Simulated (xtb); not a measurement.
xtb single point, GFN2-xTB, vacuum, on 1-butanol, C4H10O (SMILES CCCCO), charge 0, multiplicity 1.

```
xtb m.xyz --gfn 2 --chrg 0 --uhf 0 --norestart --sp

15

C     -2.458797     0.221218     0.004873
C     -1.113282    -0.493726     0.007285
C      0.047820     0.495167     0.005011
C      1.400442    -0.208263     0.002384
O      2.415347     0.773455     0.005957
H     -2.555042     0.854229     0.883798
H     -3.274584    -0.498004     0.007828
H     -2.555533     0.847206    -0.879137
H     -1.042074    -1.137323    -0.872660
H     -1.042592    -1.132794     0.890646
H     -0.008062     1.137323    -0.875303
H     -0.004277     1.136801     0.885935
H      1.485967    -0.845421    -0.890646
H      1.486069    -0.852229     0.890456
H      3.274584     0.340149     0.010713
```

The program's output:

```

          ...................................................
          :                      SETUP                      :
          :.................................................:
          :  # basis functions                  30          :
          :  # atomic orbitals                  30          :
          :  # shells                           20          :
          :  # electrons                        32          :
          :  max. iterations                   250          :
          :  Hamiltonian                  GFN2-xTB          :
          :  restarted?                      false          :
          :  GBSA solvation                  false          :
          :  PC potential                    false          :
          :  electronic temp.          300.0000000     K    :
          :  accuracy                    1.0000000          :
          :  -> integral cutoff          0.2500000E+02      :
          :  -> integral neglect         0.1000000E-07      :
          :  -> SCF convergence          0.1000000E-05 Eh   :
          :  -> wf. convergence          0.1000000E-03 e    :
          :  Broyden damping             0.4000000          :
          :  net charge                          0          :
          :  unpaired electrons                  0          :
          ...................................................

 iter      E             dE          RMSdq      gap      omega  full diag
   1    -17.8981754 -0.178982E+02  0.340E+00   12.34       0.0  T
   2    -17.9341691 -0.359937E-01  0.188E+00   11.91       1.0  T
   3    -17.9348401 -0.670944E-03  0.790E-01   12.03       1.0  T
   4    -17.9350266 -0.186502E-03  0.119E-01   12.09       1.0  T
   5    -17.9350581 -0.314864E-04  0.676E-02   12.10       1.0  T
   6    -17.9350595 -0.142148E-05  0.858E-03   12.11       3.0  T
   7    -17.9350596 -0.150582E-06  0.451E-03   12.11       5.7  T
   8    -17.9350597 -0.923263E-08  0.926E-04   12.11      27.9  T
   9    -17.9350597 -0.145741E-08  0.176E-04   12.11     146.9  T

   *** convergence criteria satisfied after 9 iterations ***

         #    Occupation            Energy/Eh            Energy/eV
      -------------------------------------------------------------
         1        2.0000           -0.6848227             -18.6350
       ...           ...                  ...                  ...
        10        2.0000           -0.4849123             -13.1951
        11        2.0000           -0.4647269             -12.6459
        12        2.0000           -0.4560690             -12.4103
        13        2.0000           -0.4376181             -11.9082
        14        2.0000           -0.4369242             -11.8893
        15        2.0000           -0.4266228             -11.6090
        16        2.0000           -0.4070270             -11.0758 (HOMO)
        17                          0.0379399               1.0324 (LUMO)
        18                          0.0995354               2.7085
        19                          0.1210721               3.2945
        20                          0.1255289               3.4158
        21                          0.1456781               3.9641
       ...                                ...                  ...
        30                          0.3079487               8.3797
      -------------------------------------------------------------
                  HL-Gap            0.4449669 Eh           12.1082 eV
             Fermi-level           -0.1845436 Eh           -5.0217 eV


         :::::::::::::::::::::::::::::::::::::::::::::::::::::
         ::                     SUMMARY                     ::
         :::::::::::::::::::::::::::::::::::::::::::::::::::::
         :: total energy             -17.720572104628 Eh    ::
         :: gradient norm              0.000211558061 Eh/a0 ::
         :: HOMO-LUMO gap             12.108165745940 eV    ::
         ::.................................................::
         :: SCC energy               -17.935059792400 Eh    ::
         :: -> isotropic ES            0.026491989704 Eh    ::
         :: -> anisotropic ES          0.004350742159 Eh    ::
         :: -> anisotropic XC          0.005762191309 Eh    ::
         :: -> dispersion             -0.006893571486 Eh    ::
         :: repulsion energy           0.214487687772 Eh    ::
         :: add. restraining           0.000000000000 Eh    ::
         :: total charge               0.000000000000 e     ::
         :::::::::::::::::::::::::::::::::::::::::::::::::::::

           -------------------------------------------------
          |                Property Printout                |
           -------------------------------------------------

    * Orbital Energies and Occupations

         #    Occupation            Energy/Eh            Energy/eV
      -------------------------------------------------------------
         1        2.0000           -0.6848227             -18.6350
[... lines cut ...]
        30                          0.3079487               8.3797
      -------------------------------------------------------------
                  HL-Gap            0.4449669 Eh           12.1082 eV
             Fermi-level           -0.1845436 Eh           -5.0217 eV

     #   Z          covCN         q      C6AA      α(0)
     1   6 C        3.752    -0.104    22.544     6.771
     2   6 C        3.801    -0.056    21.572     6.613
     3   6 C        3.803    -0.066    21.759     6.641
     4   6 C        3.674     0.089    19.329     6.300
     5   8 O        1.656    -0.443    21.694     6.288
     6   1 H        0.925     0.037     2.484     2.465
     7   1 H        0.925     0.036     2.507     2.476
     8   1 H        0.925     0.037     2.485     2.465
     9   1 H        0.924     0.030     2.588     2.516
    10   1 H        0.924     0.030     2.587     2.515
    11   1 H        0.924     0.049     2.330     2.387
    12   1 H        0.924     0.049     2.329     2.387
    13   1 H        0.923     0.013     2.842     2.637
    14   1 H        0.923     0.013     2.844     2.637
    15   1 H        0.805     0.284     0.770     1.378

 Mol. C6AA /au·bohr⁶  :       1465.378209
 Mol. C8AA /au·bohr⁸  :      29881.175540
 Mol. α(0) /au        :         56.475399

Wiberg/Mayer (AO) data.
largest (>0.10) Wiberg bond orders for each atom

 ---------------------------------------------------------------------------
     #   Z sym  total        # sym  WBO       # sym  WBO       # sym  WBO
 ---------------------------------------------------------------------------
     1   6 C    3.996 --     2 C    1.019     8 H    0.988     6 H    0.988
                             7 H    0.987
     2   6 C    3.998 --     1 C    1.019     3 C    1.008    10 H    0.978
                             9 H    0.978
     3   6 C    3.994 --     2 C    1.008     4 C    1.004    11 H    0.976
                            12 H    0.976
     4   6 C    3.957 --     3 C    1.004     5 O    0.994    14 H    0.972
                            13 H    0.972
     5   8 O    1.950 --     4 C    0.994    15 H    0.905
     6   1 H    0.999 --     1 C    0.988
     7   1 H    0.998 --     1 C    0.987
     8   1 H    0.999 --     1 C    0.988
     9   1 H    0.999 --     2 C    0.978
    10   1 H    0.999 --     2 C    0.978
    11   1 H    0.998 --     3 C    0.976
    12   1 H    0.998 --     3 C    0.976
    13   1 H    1.000 --     4 C    0.972
    14   1 H    1.000 --     4 C    0.972
    15   1 H    0.919 --     5 O    0.905
 ---------------------------------------------------------------------------


molecular dipole:
                 x           y           z       tot (Debye)
 q only:       -0.059      -0.424       0.002
   full:        0.081      -0.659       0.002       1.688
molecular quadrupole (traceless):
                xx          xy          yy          xz          yz          zz
 q only:        2.945      -3.098      -1.950       0.019      -0.004      -0.995
  q+dip:        2.644      -4.878      -3.105       0.028      -0.010       0.460
   full:        3.576      -4.690      -3.032       0.030      -0.009      -0.544

           -------------------------------------------------
          | TOTAL ENERGY              -17.720572104628 Eh   |
          | GRADIENT NORM               0.000211558061 Eh/α |
          | HOMO-LUMO GAP              12.108165745940 eV   |
           -------------------------------------------------
```

The total energy is -482.20 eV.
